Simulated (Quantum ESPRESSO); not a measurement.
Band energies of VBiO4

```
VBiO4
1.0
   -2.56106     2.56106     5.79606
    2.56106    -2.56106     5.79606
    2.56106     2.56106    -5.79606
O V Bi
8 2 2
Direct
  0.17085   0.56190   0.89101
  0.31190   0.92089   0.89105
  0.67089   0.27984   0.10899
  0.02984   0.42085   0.10895
  0.57915   0.68810   0.60899
  0.43810   0.32911   0.60895
  0.07911   0.97016   0.39101
  0.72016   0.82915   0.39105
  0.50000   0.50000   0.00000
  0.25000   0.75000   0.50000
  0.00000   0.00000   0.00000
  0.75000   0.25000   0.50000
```

norm-conserving PBEsol (Quantum ESPRESSO, 84 Ry, without SOC); path ΓXYSΓZS1NPY1Z,XP; energies in eV from the valence-band maximum.

| k (1/Å) | point | band 48 | band 49 | band 50 | band 51 | band 52 | band 53 | band 54 | band 55 |
|---|---|---|---|---|---|---|---|---|---|
| 0.00 | Γ | -1.62 | -1.00 | -0.70 | -0.70 | -0.49 | 2.34 | 2.82 | 3.08 |
| 0.22 |  | -1.46 | -0.85 | -0.68 | -0.66 | -0.66 | 2.37 | 2.77 | 3.01 |
| 0.65 |  | -1.29 | -1.06 | -0.80 | -0.70 | 0.00 | 2.46 | 2.73 | 2.78 |
| 0.87 | X | -1.28 | -0.95 | -0.95 | -0.32 | -0.32 | 2.75 | 2.75 | 2.98 |
| 0.87 | Y | -1.29 | -1.06 | -0.90 | -0.36 | -0.35 | 2.53 | 2.82 | 3.02 |
| 1.11 |  | -1.11 | -1.01 | -0.91 | -0.46 | -0.29 | 2.21 | 2.83 | 2.96 |
| 1.36 | S | -1.18 | -0.94 | -0.92 | -0.59 | -0.37 | 2.24 | 2.53 | 3.00 |
| 1.54 |  | -1.15 | -1.14 | -0.85 | -0.77 | -0.04 | 2.13 | 2.61 | 2.90 |
| 1.91 |  | -1.49 | -0.79 | -0.74 | -0.70 | -0.63 | 2.36 | 2.78 | 3.02 |
| 2.09 | Γ | -1.62 | -1.00 | -0.70 | -0.70 | -0.49 | 2.34 | 2.82 | 3.08 |
| 2.46 |  | -1.13 | -1.12 | -0.77 | -0.76 | -0.76 | 2.63 | 2.88 | 2.95 |
| 2.64 | Z | -1.00 | -0.99 | -0.99 | -0.76 | -0.76 | 2.91 | 2.91 | 2.98 |
| 2.88 |  | -1.14 | -1.00 | -0.83 | -0.69 | -0.67 | 2.69 | 2.70 | 3.00 |
| 3.13 | S1 | -1.18 | -0.94 | -0.92 | -0.59 | -0.37 | 2.24 | 2.53 | 3.00 |
| 3.13 | N | -1.20 | -1.11 | -1.01 | -0.53 | -0.15 | 2.12 | 2.56 | 2.97 |
| 3.28 |  | -1.25 | -1.17 | -0.93 | -0.53 | -0.13 | 2.15 | 2.62 | 2.98 |
| 3.59 |  | -1.29 | -1.07 | -0.87 | -0.49 | -0.16 | 2.51 | 2.80 | 2.92 |
| 3.74 | P | -1.37 | -0.94 | -0.94 | -0.32 | -0.32 | 2.74 | 2.74 | 2.97 |
| 4.06 | Y1 | -1.29 | -1.06 | -0.90 | -0.36 | -0.35 | 2.53 | 2.82 | 3.02 |
| 4.30 |  | -1.33 | -0.94 | -0.89 | -0.55 | -0.48 | 2.41 | 2.83 | 3.04 |
| 4.41 |  | -1.30 | -0.84 | -0.83 | -0.70 | -0.57 | 2.49 | 2.83 | 3.00 |
| 4.64 |  | -1.07 | -0.94 | -0.89 | -0.76 | -0.72 | 2.83 | 2.88 | 2.98 |
| 4.76 | Z | -1.00 | -0.99 | -0.99 | -0.76 | -0.76 | 2.91 | 2.91 | 2.98 |
| 4.76 | X | -1.28 | -0.95 | -0.95 | -0.32 | -0.32 | 2.75 | 2.75 | 2.98 |
| 5.03 | P | -1.37 | -0.94 | -0.94 | -0.32 | -0.32 | 2.74 | 2.74 | 2.97 |

The PBEsol gap is 2.10 eV; at least one edge lies off the plotted path, at a point of the SCF mesh. The smallest direct gap is 2.17 eV. Another conduction extremum on the path lies within 0.02 eV, too close to call.

Spin-orbit coupling is left out; with 6p states at a band edge it can lower the gap by many tenths of an eV, most of a small gap. The 3d shell has no Hubbard U; the runs are without spin polarisation, and magnetic order was not tried.

Geometry of the Materials Project entry, not relaxed at this level.
